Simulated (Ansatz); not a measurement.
CdS:
```yaml
crystal:
  lattice:
    - [4.12080, 0.00000, 0.00000]
    - [-2.06040, 3.56872, 0.00000]
    - [0.00000, 0.00000, 13.43660]
  atoms:
    - { symbol: Cd, position: [0.00000, 0.00000, 0.00042] }
    - { symbol: Cd, position: [0.00000, 0.00000, 0.50042] }
    - { symbol: Cd, position: [0.66667, 0.33333, 0.75023] }
    - { symbol: Cd, position: [0.33333, 0.66667, 0.25023] }
    - { symbol: S, position: [0.00000, 0.00000, 0.81259] }
    - { symbol: S, position: [0.00000, 0.00000, 0.31259] }
    - { symbol: S, position: [0.66667, 0.33333, 0.56239] }
    - { symbol: S, position: [0.33333, 0.66667, 0.06239] }
```

Plane-wave PAW PBEsol (Ansatz code) gives a gap of 1.05 eV without spin–orbit coupling, maximum at Γ, minimum at Γ.

Q: What happens when spin–orbit coupling is switched on?

A: The gap drops by 0.01 eV, to 1.04 eV; maximum at Γ, minimum at Γ.

Q: Give the electron effective mass with spin–orbit coupling.

A: 0.12 mₑ (isotropic).

Q: Give the hole effective mass with spin–orbit coupling.

A: 0.25, 0.25, 1.6 mₑ (principal values).

Space group P6_3mc. A made-up cell: these elements were put on the sites of a structure type. Its sites differ from those of the usual phase in this space group: another stacking or structure type. The cell was relaxed with PBEsol under the symmetry of its start; whether a distortion lowers the energy is not shown.

Potentials: the later of the program's two PAW sets.
